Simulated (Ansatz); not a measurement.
This run works on a generated trial structure, not on a known crystal.

Input and command of a plane-wave DFT calculation in Ansatz:

```yaml
crystal:
  lattice:
    - [4.21575012, 0.0, 0.0]
    - [0.0, 4.21575012, 0.0]
    - [0.0, 0.0, 4.43886141]
  atoms:
    - { symbol: Ta, position: [0.0, 0.5, 0.86392305] }
    - { symbol: Ta, position: [0.5, 0.0, 0.13607695] }
    - { symbol: Al, position: [0.0, 0.0, 0.5] }
    - { symbol: "N", position: [0.0, 0.0, 0.18315699] }
    - { symbol: "N", position: [0.0, 0.0, 0.81684301] }
basis:
  ecutwfc: 420
kpoints:
  mp_grid: { grid: [4, 4, 4] }
hamiltonian:
  xc: pbe
scf:
  occupations: { method: gaussian, width: 0.1 }
  lower_state_search: "off"
output:
  forces: true
  stress: true
  eigenvalues: true
relax:
  adjacent_minimum: "off"
  f_tol: 0.04
  max_steps: 70
  cell: { stress_tol: 0.4 }
```

```bash
ansatz run input.yaml --threads 1 --pin off --max-ram 2560MiB --backend cpu --events-out ev --progress --plain --runs-dir out
```

Processor: Intel(R) Xeon(R) Processor @ 2.70GHz, 1 thread, on a host shared with other jobs.

Problem. Estimate time, memory and problem size.

Solution. About 68 s, peak memory 0.37 GiB. It solves 25 bands at 18 k points (after reduction by symmetry) with about 1709 plane waves (on the last cell), in 137 SCF iterations over 19 ionic steps.
